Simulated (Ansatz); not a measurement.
One crystal and one scan (scan of one atom of the cell) at two levels, PBE (plane waves to 420 eV, PAW, scalar-relativistic; Ansatz, an electronic-structure program) and r2SCAN (plane waves to 500 eV, PAW, scalar-relativistic; Ansatz), each from its own relaxed cell and on its own mesh. The cell shown is that of PBE.

BN (wurtzite)

```xyz
4
Lattice="2.5545 0.0000 0.0000 -1.2773 2.2123 0.0000 0.0000 0.0000 4.2246" Properties=species:S:1:pos:R:3 pbc="T T T"
B      1.2773     0.7374     4.2242
B      0.0000     1.4749     2.1119
N      1.2773     0.7374     2.6416
N      0.0000     1.4749     0.5293
```

In this cell atom 1 (B, nearest neighbour N at 1.567 Å; its periodic images, 2.6 Å or more away, move with it) is moved by s along Cartesian [111], unit vector (0.577, 0.577, 0.577); all other atoms and the cell stay fixed.

E stands for the smeared free energy. BN was relaxed with its symmetry unable to fall. (PBE) Left out: 1 of 11 points, with atoms too close for the PAW data. (r2SCAN) Left out: 1 of 11 points, with atoms too close for the PAW data. Both scans cover s from -0.470 to 0.376 Å.

ΔE (meV/cell), each from the undisplaced structure of its own level:

| s (Å) | PBE | r2SCAN |
|---|---|---|
| -0.470 | 2142 | 2244 |
| -0.376 | 1468 | 1533 |
| -0.282 | 886 | 923 |
| -0.188 | 423 | 440 |
| -0.094 | 114 | 118 |
| 0.000 | 0 | 0 |
| 0.094 | 131 | 136 |
| 0.188 | 566 | 588 |
| 0.282 | 1375 | 1429 |
| 0.376 | 2655 | withheld |

Question: Estimate the r2SCAN value at 0.376 from the PBE value there and the ratio of the two levels in the two nearest given rows on that side of the minimum.

Answer: At 0.282 and 0.188 the ratio r2SCAN/PBE averages 1.039, which gives 1.039 × 2655 = 2759 meV/cell. The calculation gives 2759 meV/cell, +3.9 % against PBE.

(A displaced cell: forces are minus the slopes of the energy, force constants its curvatures, and phonons follow from these.)
